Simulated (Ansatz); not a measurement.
MoS₂ (3R-MoS2 type, space group R3m)

```
CELL_PARAMETERS angstrom
      1.57661     0.91026     5.99789
     -1.57661     0.91026     5.99789
      0.00000    -1.82051     5.99789
ATOMIC_POSITIONS crystal
  Mo 0.00002 0.00002 0.00002
  S  0.75353 0.75353 0.75353
  S  0.57975 0.57975 0.57975
```

In each cell atom 2 (S, nearest neighbour Mo at 2.399 Å; its periodic images, 3.2 Å or more away, move with it) moves by s·(0.577, 0.577, 0.577) (along Cartesian [111]), the rest being held.

Method: PBE-D3(BJ) (plane waves to 420 eV, PAW, scalar-relativistic; Ansatz, an electronic-structure program). k mesh 10×10×10 (Γ-centred), Fermi-Dirac smearing 0.05 eV. The energy includes the smearing's −TS. Left out: 1 of 11 points, with atoms too close for the PAW data. MoS2 is run without spin polarisation. MoS2 was relaxed with its symmetry unable to fall. The PAW data are Ansatz's earlier set. This is one of several known forms of MoS2; the measured ambient cells at hand have space group No. 194. ΔE is measured from the undisplaced structure.

```json
[
 {"s (Å)": "-0.384", "ΔE (meV/cell)": "withheld"},
 {"s (Å)": "-0.288", "ΔE (meV/cell)": "707"},
 {"s (Å)": "-0.192", "ΔE (meV/cell)": "283"},
 {"s (Å)": "-0.096", "ΔE (meV/cell)": "64"},
 {"s (Å)": "0.000", "ΔE (meV/cell)": "0"},
 {"s (Å)": "0.096", "ΔE (meV/cell)": "52"},
 {"s (Å)": "0.192", "ΔE (meV/cell)": "190"},
 {"s (Å)": "0.288", "ΔE (meV/cell)": "390"},
 {"s (Å)": "0.384", "ΔE (meV/cell)": "633"},
 {"s (Å)": "0.480", "ΔE (meV/cell)": "903"}
]
```

**Question.** Fit a polynomial form (powers 2, 3, 4) to the given rows and predict ΔE at s = -0.384.

**Answer.** Least squares on the 9 given rows: ΔE = (6335)·s² + (-6615)·s³ + (3307)·s⁴, in meV/cell with s in Å; root-mean-square residual 1.0 meV/cell. At -0.384 the fit gives 1381 meV/cell; the calculation gives 1400 meV/cell, so the extrapolation is off by -19 (-1.4 %). The quadratic term alone would give 934 meV/cell.

(A displaced cell: forces are minus the slopes of the energy, force constants its curvatures, and phonons follow from these.)
